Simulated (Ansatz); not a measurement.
According to PBEsol (plane waves, PAW; program Ansatz), CdTe in the hexagonal phase (P6_222; Cd on 3c, Te on 3d) relaxes to a = 4.523 Å, c = 10.263 Å. Its formation energy from the elements is -0.30 eV/atom, with no fitted shifts.

The Kohn–Sham gap is 0.10 eV (indirect). The valence maximum lies at A and the conduction minimum at Γ. Gap from PBEsol with spin–orbit coupling: none (metallic). The electron mass is 0.014, 0.051, 0.051 mₑ (principal values). The hole mass is 0.26, 0.26, 0.48 mₑ (principal values).

The elastic constants imply a Debye temperature near 174 K. Without the LO–TO term the highest mode at Γ lies at 169 cm⁻¹.

The start of the workflow was typed in or built on a structure type; neither database checked (COD, Materials Project) lists it. It is not the phase usual at ambient conditions (space group No. 216). The cell was relaxed with PBEsol under the symmetry of its start; of distortions, only those at the zone centre were tested. Point labels and valley counts follow the cell and symmetry of the run, lower than the named group. The references are the lowest solids computed at this level, not always the standard phases. Spin–orbit coupling is left out wherever it is not named.

Potentials: the later of the program's two PAW sets.
